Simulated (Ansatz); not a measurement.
Electronic bands of the Sn2Pt (1 1 0) slab, simulated with Ansatz.

Miller indices refer to the conventional cell of Fm-3m (No. 225), a = 6.455 Å, b = 6.455 Å, c = 6.455 Å, α = 90.00°, β = 90.00°, γ = 90.00°.

The slab has 5 planes, was cut to end in Sn2Pt at the top (+c) and Sn2Pt at the bottom, and its atoms stand where a relaxation without spin-orbit coupling left them. Listed are levels within 1.2 eV of the Fermi level, the 22 nearest at most. Weights are Löwdin projections on the datasets' atomic orbitals, as shares of the full norm: they are low for levels that spill into the vacuum or into shells that a dataset lacks. Two planes next to each face count as outer, 4 of 5 in all, so a level spread evenly over the slab has a weight near 0.80.

```yaml
crystal:
  lattice:
    - [4.56450, 0.00000, 0.00000]
    - [0.00000, 6.45518, 0.00000]
    - [0.00000, 0.00000, 24.12900]
  atoms:
    - { symbol: Sn, position: [0.00000, 0.75090, 0.30769] }
    - { symbol: Sn, position: [0.00000, 0.24910, 0.30769] }
    - { symbol: Pt, position: [0.50000, 0.50000, 0.32030] }
    - { symbol: Sn, position: [0.50000, 0.24471, 0.40607] }
    - { symbol: Sn, position: [0.50000, 0.75529, 0.40607] }
    - { symbol: Pt, position: [0.00000, 0.00000, 0.40748] }
    - { symbol: Sn, position: [0.00000, 0.74821, 0.50000] }
    - { symbol: Sn, position: [0.00000, 0.25179, 0.50000] }
    - { symbol: Pt, position: [0.50000, 0.50000, 0.50000] }
    - { symbol: Sn, position: [0.50000, 0.24471, 0.59393] }
    - { symbol: Sn, position: [0.50000, 0.75529, 0.59393] }
    - { symbol: Pt, position: [0.00000, 0.00000, 0.59252] }
    - { symbol: Sn, position: [0.00000, 0.75090, 0.69231] }
    - { symbol: Sn, position: [0.00000, 0.24910, 0.69231] }
    - { symbol: Pt, position: [0.50000, 0.50000, 0.67970] }
```

These are results of DFT PBEsol, scalar-relativistic, plane waves, PAW in Ansatz, not measurements.

Plane waves to 420 eV, a k mesh through Γ of 8×6×1 on the computed 15-atom cell and Gaussian smearing (0.10 eV); no spin polarisation. The cell repeats along c with a dipole correction in the vacuum.

Run with
```bash
ansatz run input.yaml --threads 4 --pin off --max-ram 10240MiB --backend cpu --events-out ev --progress --plain --runs-dir out
```

5.4 min on 4 threads of Arm Neoverse V2 (shared host), peak memory 4.8 GiB

Levels at X (0.500, 0.000), in eV from the Fermi level, with weights (averaged over levels within 1.5 meV, which needn't be degenerate by symmetry):
```json
{"level": "-1.145", "outer two planes of both faces": "0.84"}
{"level": "-1.136", "outer two planes of both faces": "0.86"}
{"level": "-0.764", "outer two planes of both faces": "0.64"}
{"level": "-0.144", "outer two planes of both faces": "0.46"}
{"level": "0.048", "outer two planes of both faces": "0.72"}
{"level": "0.509", "outer two planes of both faces": "0.24"}
{"level": "0.775", "outer two planes of both faces": "0.24"}
{"level": "0.995", "outer two planes of both faces": "0.32"}
```

Levels at Γ (0.000, 0.000), in eV from the Fermi level, with weights (averaged over levels within 1.5 meV, which needn't be degenerate by symmetry):
| level | outer two planes of both faces |
| --- | --- |
| -1.043 | 0.60 |
| -0.090 | 0.56 |
| 0.396 | 0.18 |
| 1.095 | 0.50 |
| 1.115 | 0.32 |
| 1.187 | 0.26 |

Levels at Y (0.000, 0.500), in eV from the Fermi level, with weights (averaged over levels within 1.5 meV, which needn't be degenerate by symmetry):
| level | outer two planes of both faces |
| --- | --- |
| -1.097 | 0.38 |
| -0.841 | 0.14 |
| -0.753 | 0.04 |
| -0.730 | 0.10 |
| -0.475 | 0.12 |
| -0.376 | 0.60 |
| -0.113 | 0.42 |
| 0.010 | 0.76 |
| 0.062 | 0.44 |
| 0.092 | 0.76 |
| 0.162 | 0.30 |
| 0.286 | 0.58 |
| 0.432 | 0.32 |
| 0.996 | 0.26 |

Levels at S (0.500, 0.500), in eV from the Fermi level, with weights (averaged over levels within 1.5 meV, which needn't be degenerate by symmetry):
```csv
level,outer two planes of both faces
-0.680,0.40
-0.661,0.38
-0.163,0.42
0.015,0.66
0.838,0.64
```

Bands cross the Fermi level. With 5 planes the outer ones are most of the slab, so weights don't single out surface states. The work function of the top face is 4.51 eV. In a slab this thin the states of the two faces can couple and split. Spin-orbit coupling is left out, which matters for the bands of heavy elements.
